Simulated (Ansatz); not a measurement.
## Calculated electric field gradients for SnSe2 under strain

The cell is a COD entry, relaxed with PBE at fixed cell and then changed (z compressed by 3 %, ions relaxed).

```xyz
3
Lattice="3.8110 0.0000 0.0000 -1.9055 3.3004 0.0000 0.0000 0.0000 5.9519" Properties=species:S:1:pos:R:3 pbc="T T T"
Sn    0.0000    0.0000    0.0000
Se    0.0000    2.2003    1.5989
Se    1.9055    1.1001    4.3530
```

Atoms are numbered from 1 in the order listed; like atoms form one site, named after its first atom.

Level of theory: DFT, PBE, plane waves and PAW, scalar-relativistic, 420 eV cutoff, Γ-centred 13×13×7 k-points, Fermi–Dirac smearing 0.02 eV (Ansatz 0.2.0).

V_zz is the principal component of the electric field gradient with the largest magnitude, η = (V_xx − V_yy)/V_zz and C_Q = eQV_zz/h.

Task: Give the quadrupolar parameters of the distinct sites.

Result: 

| site | atoms (order as listed) | first shell | V_zz (10²¹ V/m²) | η | C_Q (MHz) |
| --- | --- | --- | --- | --- | --- |
| Sn | 1 | 6 Se at 2.72 Å | 0.066 | 0.00 | – |
| Se | 2, 3 | 3 Sn at 2.72 Å | -4.67 | 0.00 | – |

An axis of threefold or higher order runs through Sn and Se, so V_zz lies along it and η is zero.

Sn, Se have no stable isotope with a ground-state quadrupole moment in the table, so no C_Q is given.

Without spin–orbit coupling (the program notes it for Sn) the gradients can shift somewhat, as the gap is small. With a gap of 0.4 eV on this mesh, the gradients can still move by some per cent as the k-mesh gets denser.

The relaxation (4 steps) took 52 s of wall time (52 s of CPU time) and 0.54 GiB at its peak, on 1 thread of Arm Neoverse V2 (aarch64; 8 cores open to the job, memory cap 3.0 GiB, no GPU), a shared host with a load of 0.6 a core.
